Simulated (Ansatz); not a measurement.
SnO$_{2}$, first-principles data

SnO2:
```xyz
12
Lattice="5.1007 0.0000 0.0000 0.0000 5.1007 0.0000 0.0000 0.0000 5.1007" Properties=species:S:1:pos:R:3 pbc="T T T"
Sn     0.0000     2.5503     2.5503
Sn     2.5503     2.5503     0.0000
Sn     2.5503     0.0000     2.5503
Sn     0.0000     0.0000     0.0000
O      1.7328     0.8175     4.2832
O      3.3679     4.2832     0.8175
O      0.8175     4.2832     1.7328
O      4.2832     0.8175     3.3679
O      4.2832     1.7328     0.8175
O      0.8175     3.3679     4.2832
O      3.3679     3.3679     3.3679
O      1.7328     1.7328     1.7328
```

Space group Pa-3 (No. 205); conventional cell a = 5.101 Å, b = 5.101 Å, c = 5.101 Å, α = 90.00°, β = 90.00°, γ = 90.00°.

Method: the program Ansatz at the r²SCAN level (PAW). The cell and atoms are relaxed at this level. Other levels are named where they apply.

**Cell and energy**

- Volume per atom: 11.06 Å³
- Density: 7.54 g/cm³
- Formation energy from the elements (no fitted shifts): -1.74 eV/atom

**Electronic structure**

* **Band gap**: 1.59 eV (indirect)
* **Valence-band maximum**: off the standard path, at k = (0.000, 0.135, 0.385) in fractions of the reciprocal vectors
* **Conduction-band minimum**: at Γ
* **Smallest direct gap on the standard path**: 1.68 eV
* **Electron effective mass**: 0.17 mₑ (isotropic)
* **Electron effective mass with spin–orbit coupling**: 0.17 mₑ (isotropic)
* **Hole effective mass**: 1.5, 1.6, 7.6 mₑ (principal values)
* **Hole effective mass with spin–orbit coupling**: 1.5, 1.6, 7.6 mₑ (principal values)
* **HSE06 gap on the r²SCAN cell**: 2.57 eV
* **Gap with spin–orbit coupling**: 1.60 eV

**Mechanics**

- Bulk modulus (Birch–Murnaghan fit): 229 GPa
- Pressure derivative B′: 4.7

**Charges**

- Bader charges: Sn +2.60, O -1.30 e

The workflow started from a Materials Project entry (that database holds measured and hypothetical structures alike); the Crystallography Open Database copy checked does not list it. It is not the phase usual at ambient conditions (space group No. 136). The r²SCAN relaxation kept the symmetry of its start; its stability against distortions is not shown here. The references are the lowest solids computed at this level, not always the standard phases (solids in place of the gases). Spin–orbit coupling is left out wherever it is not named.

Potentials: the later of the program's two PAW sets.
